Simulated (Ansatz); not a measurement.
AlRu:
```
CELL_PARAMETERS angstrom
      0.00000     2.49098     2.49098
      2.49098     0.00000     2.49098
      2.49098     2.49098     0.00000
ATOMIC_POSITIONS crystal
  Ru 0.00000 0.00000 0.00000
  Al 0.50000 0.50000 0.50000
```

Relaxed with PBE. Special points in fractions of this cell's reciprocal vectors: Γ (0.000, 0.000, 0.000); X (0.500, 0.000, 0.500); U (0.625, 0.250, 0.625); K (0.375, 0.375, 0.750); L (0.500, 0.500, 0.500); W (0.500, 0.250, 0.750).

List the band energies nearest the Fermi level at these points for PBE with spin–orbit coupling (plane waves, PAW; program Ansatz).

In eV from the Fermi level; about four levels below and three above (degenerate sets whole), none deeper than 8.9 eV; points with the same levels are listed once.

| k | below | above |
|---|---|---|
| Γ | -1.62 -1.62 -1.62 -1.62 | 6.44 6.44 6.63 6.63 6.63 6.63 |
| X | -2.42 -2.42 -0.95 -0.95 | 0.02 0.02 0.19 0.19 |
| U | -1.83 -1.83 -0.18 -0.18 | 0.43 0.43 1.31 1.31 |
| L | -0.34 -0.34 -0.27 -0.27 | 1.31 1.31 7.33 7.33 |
| W | -3.12 -3.12 -3.12 -3.12 -2.37 -2.37 | 0.10 0.10 1.29 1.29 |

Space group Fm-3m (rock salt). The start of the workflow was typed in or built on a structure type; neither database checked (COD, Materials Project) lists it. COD files the formula under space group No. 221, so this cell is another polymorph or a model. Whether it is the stable phase at ambient conditions was not checked. The PBE relaxation kept the symmetry of its start; whether a distortion lowers the energy is not shown. The run is not spin-polarised. Its formation energy is positive at this level, so the cell may be metastable or incomplete.

Potentials: the later of the program's two PAW sets.
